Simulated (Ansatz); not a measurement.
**Trial structures of Ta2AlF3: starts and ends**

These are results of DFT PBE, scalar-relativistic, plane waves, PAW in Ansatz, not measurements. Settings: cutoff 420 eV, Γ-centred meshes spaced at most about 0.3 Å⁻¹, and about 0.25 Å⁻¹ or finer for metals (2π included), Gaussian smearing. Collinear spin in cells that started with moments and kept them past the coarse steps, no spin elsewhere.

Each guess was relaxed in cell and atoms at zero pressure, within the symmetry of its start. Temperature and zero-point effects are left out. Coordination counts F atoms around Al and Ta (those within 1.25 times the shortest such distance or 1.15 times the sum of covalent radii; a plus sign parts nearer from farther groups; the shortest distance is added where it is long for a bond; a slash parts the counts of unlike sites).

```csv
guess,made from,start group,V start (Å³/atom),end group,V end (Å³/atom),coordination at the end,gap on mesh (eV),largest moment (μB),E over the lowest end (meV/atom)
1,PrB2Ru3 type,P6/mmm,13.5,?,?,?,?,?,?
2,MgSc3Ru2 type,P4/mmm,16.1,P4/mmm,17.5,"Ta 8, Al 8 from 3.9 Å",0,-,802
3,Li3MnAs2 type,P-4m2,15.9,P-4m2,15.7,"Ta 6, Al 2 from 2.4 Å",0,0.2,998
4,random cell,P-62m,14.2,P-62m,15.6,"Ta 3, Al 3 from 2.2 Å",0,-,414
5,Ca2GePd3 type,R-3m,14.0,R-3m,15.3,"Ta 3, Al 6 from 2.7 Å",0,-,0
6,random cell,P4/mmm,16.6,P4/mmm,25.7,"Ta 2+4/8+2 from 5.0 Å, Al 2 from 4.3 Å",0,-,550
```

Guess 1 as it starts:

```cif
data_structure
_symmetry_space_group_name_H-M 'P 1'
_symmetry_Int_Tables_number 1
_cell_length_a 5.5544
_cell_length_b 5.5544
_cell_length_c 3.0351
_cell_angle_alpha 90.000
_cell_angle_beta 90.000
_cell_angle_gamma 120.000
_cell_volume 81.09
loop_
_atom_site_label
_atom_site_type_symbol
_atom_site_fract_x
_atom_site_fract_y
_atom_site_fract_z
_atom_site_occupancy
Ta1 Ta 0.66667 0.33333 0.00000 1
Ta2 Ta 0.33333 0.66667 0.00000 1
Al1 Al 0.00000 0.00000 0.00000 1
F1 F 0.00000 0.50000 0.50000 1
F2 F 0.50000 0.00000 0.50000 1
F3 F 0.50000 0.50000 0.50000 1
```

**Question.** Predict the end of this guess and its energy over the lowest end.

**Answer.** It ends in space group P6/mmm (No. 191), with a = 4.988 Å, c = 3.853 Å, 13.8 Å³/atom and no gap, without spin. It lies 0.30 eV/atom over the lowest end, above guess 5 and below guess 4. Counting F atoms around Al and Ta, this end has Ta 6, Al 12 from 3.2 Å and the lowest (guess 5) has Ta 3, Al 6 from 2.7 Å.

```cif
data_structure
_symmetry_space_group_name_H-M 'P6/mmm'
_symmetry_Int_Tables_number 191
_cell_length_a 4.9877
_cell_length_b 4.9877
_cell_length_c 3.8534
_cell_angle_alpha 90.000
_cell_angle_beta 90.000
_cell_angle_gamma 120.000
_cell_volume 83.02
loop_
_atom_site_label
_atom_site_type_symbol
_atom_site_symmetry_multiplicity
_atom_site_Wyckoff_symbol
_atom_site_fract_x
_atom_site_fract_y
_atom_site_fract_z
_atom_site_occupancy
Ta1 Ta 2 c 0.66667 0.33333 0.00000 1
Al1 Al 1 a 0.00000 0.00000 0.00000 1
F1 F 3 g 0.00000 0.50000 0.50000 1
```

Energies over the elements count from the elements' standard structures at the same level (F₂ as a molecule), with no fitted energy shifts.

**Question.** Is the lowest end bound against the elements?

**Answer.** Yes: its formation energy is −1.28 eV/atom. Whether it is stable depends on the other phases of the system, which aren't compared here.

No dispersion correction is applied, so the spacing and binding between layers, chains or molecules are poorly described (P4/mmm at 25.7 Å³/atom, P4/mmm at 17.5 Å³/atom), and this can change margins and order among such cells. These runs have no spin–orbit coupling, which can matter for Ta. A magnetic state wasn't ruled out in cells without spin, among them P4/mmm at 25.7 Å³/atom. The magnetic state reached may not be the lowest. Cells relaxed within their symmetry can be saddle points. A lower structure may well exist outside this small set. Some candidate types were left out of the draw beforehand, so a known form may be missing.
